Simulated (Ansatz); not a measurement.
# Kick test of a cell of Al2B2As

It was reached by relaxing an invented guess, and it needn't be the stable form of this composition.

Method: DFT PBE, scalar-relativistic, plane waves, PAW (Ansatz 0.2.0). Plane waves to 420 eV, a k mesh through Γ of 12×12×8 on the computed 5-atom cell and Gaussian smearing (0.10 eV); no spin polarisation.

The cell below (5 atoms, space group P-3m1 (No. 164)) is relaxed within its symmetry.

```
Al B As
1.0
     3.63274    0.00000    0.00000
    -1.81637    3.14605    0.00000
     0.00000    0.00000    5.81073
Al B As
2 2 1
Direct
  0.33333 0.66667 0.64665
  0.66667 0.33333 0.35335
  0.33333 0.66667 0.25321
  0.66667 0.33333 0.74679
  0.00000 0.00000 0.00000
```

For the test a repeat of it with 10 atoms (edges 3.63, 5.81, 6.29 Å) was strained at random (σ = 1.5 % a component), the atoms were moved at random (σ = 0.15 Å), and all was relaxed again on a coarse 6×4×4 mesh (in the run’s order of axes) with 0.20 eV smearing, with no symmetry imposed.

The cell is a metal run without spin; a magnetic state may lie lower.

Q: Does it come back?

A: It doesn't return. The energy falls by 136 meV/atom on that mesh, the volume changes by 7.3 %, and the end has space group Cm (No. 8) at a loose tolerance. Relaxed again on a 12×12×6 mesh with 0.10 eV smearing, the new structure lies 141 meV/atom below the first (mesh in the axes of the run's cell; the cell below is made exact in the group named). Space group Cm (No. 8), monoclinic, a = 7.008 Å, b = 3.363 Å, c = 6.135 Å, β = 99.9°. Al on its first site has 4 B at 2.17–2.30 Å, 1 As at 2.61 Å, 3 Al at 2.68–2.77 Å and 2 As at 3.10 Å; around Al on its second site lie 3 B at 2.20–2.21 Å, 1 B at 2.35 Å, 3 Al at 2.68–2.77 Å, 2 As at 3.05 Å, 2 Al at 3.36 Å and 1 As at 3.70 Å; B on its first site has 1 As at 2.05 Å and 4 Al at 2.17–2.21 Å; As is surrounded by 3 B at 2.05–2.13 Å and 1 Al at 2.61 Å; 1 more site not described.

```
Al B As
1.0
     3.50400   -1.68145    0.00000
     3.50400    1.68145    0.00000
    -1.05162    0.00000    6.04397
Al B As
2 2 1
Cartesian
  4.2517 0.0000 2.1667
  2.1704 0.0000 3.8475
  4.3193 0.0000 4.3401
  2.1589 0.0000 1.4935
  6.0084 0.0000 0.2401
```
